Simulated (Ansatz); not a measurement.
Te2Mo:
```cif
data_Mo4Te8
_chemical_formula_sum 'Te8 Mo4'
_space_group_name_H-M_alt 'P21/m'
_space_group_IT_number 11
_space_group_name_Hall '-P 2yb'
_cell_length_a 6.28637
_cell_length_b 3.43890
_cell_length_c 13.37858
_cell_angle_alpha 90.000
_cell_angle_beta 93.579
_cell_angle_gamma 90.000
loop_
_atom_site_label
_atom_site_type_symbol
_atom_site_symmetry_multiplicity
_atom_site_Wyckoff_symbol
_atom_site_fract_x
_atom_site_fract_y
_atom_site_fract_z
_atom_site_occupancy
Te1 Te 2 e 0.44168 0.25000 0.65255 1
Te2 Te 2 e 0.58605 0.25000 0.10475 1
Te3 Te 2 e 0.09361 0.75000 0.15296 1
Mo1 Mo 2 e 0.67960 0.25000 0.49322 1
Te4 Te 2 e 0.05637 0.25000 0.39491 1
Mo2 Mo 2 e 0.18158 0.25000 0.00787 1
```

Relaxed with LDA.

Problem. Which orbitals make up the states near the Fermi level in the program Ansatz at the LDA level (PAW)?

Solution. Within 0.5 eV of the Fermi level: Mo 4d 49 %, Te 5p 45 %. Projections are on Löwdin-orthogonalised atomic valence shells; empty p or d shells of many metals are not among them.

Problem. Tabulate the density of states.

Solution. States/eV per cell of 12 atoms, in 0.25 eV bins, energy from the Fermi level.

```tsv
E (eV)	total	Te 5p	Mo 4d	Te 5s
-7.85	0.00	0.00	0.00	0.00
-7.60	0.00	0.00	0.00	0.00
-7.35	0.00	0.00	0.00	0.00
-7.10	0.00	0.00	0.00	0.00
-6.85	0.00	0.00	0.00	0.00
-6.60	0.00	0.00	0.00	0.00
-6.35	0.28	0.20	0.05	0.00
-6.10	3.73	2.59	0.70	0.07
-5.85	4.58	3.16	0.90	0.11
-5.60	6.87	4.74	1.48	0.17
-5.35	9.63	6.74	2.18	0.22
-5.10	12.33	8.60	2.81	0.33
-4.85	8.70	6.14	1.88	0.27
-4.60	6.28	4.14	1.56	0.28
-4.35	7.01	4.40	1.96	0.32
-4.10	8.73	5.39	2.48	0.46
-3.85	9.26	5.59	2.77	0.50
-3.60	9.84	5.72	3.23	0.51
-3.35	10.28	6.19	3.35	0.39
-3.10	11.49	6.58	4.09	0.42
-2.85	10.11	5.10	4.43	0.29
-2.60	11.45	5.64	5.21	0.28
-2.35	12.61	6.29	5.71	0.26
-2.10	15.72	8.49	6.54	0.25
-1.85	12.54	5.88	6.10	0.23
-1.60	11.98	5.08	6.32	0.23
-1.35	11.65	5.41	5.67	0.20
-1.10	11.23	5.39	5.28	0.19
-0.85	7.21	3.12	3.77	0.14
-0.60	4.28	2.06	1.99	0.13
-0.35	3.36	1.74	1.42	0.10
-0.10	3.16	1.50	1.46	0.07
0.15	6.10	2.62	3.15	0.10
0.40	5.23	2.16	2.81	0.08
0.65	5.23	1.93	3.07	0.05
0.90	10.84	2.82	7.49	0.11
1.15	9.16	2.34	6.26	0.13
1.40	10.24	3.33	5.93	0.28
1.65	12.48	4.18	6.99	0.47
1.90	9.00	3.45	4.64	0.29
2.15	9.90	4.19	4.83	0.23
2.40	10.98	4.83	5.03	0.23
2.65	6.17	2.95	2.59	0.15
2.90	7.96	3.94	3.15	0.18
3.15	8.21	3.97	3.19	0.21
3.40	11.18	5.56	4.34	0.27
3.65	4.47	2.18	1.73	0.13
3.90	0.55	0.24	0.21	0.02
4.15	0.32	0.04	0.02	0.01
4.40	1.62	0.21	0.12	0.05
4.65	4.02	0.55	0.30	0.12
```

Space group P2_1/m. The workflow started from an entry of the Crystallography Open Database (COD), which files this formula under 2 space groups. It is not the phase usual at ambient conditions (space group No. 194). Symmetry was held in the LDA relaxation; its stability against distortions is not shown here. The run is not spin-polarised. A crystal of weakly bound layers computed without a dispersion correction: the cell and the soft elastic constants depend strongly on that. Scalar-relativistic: spin–orbit coupling is off unless named, which matters more the heavier the elements.

Potentials: the later of the program's two PAW sets.
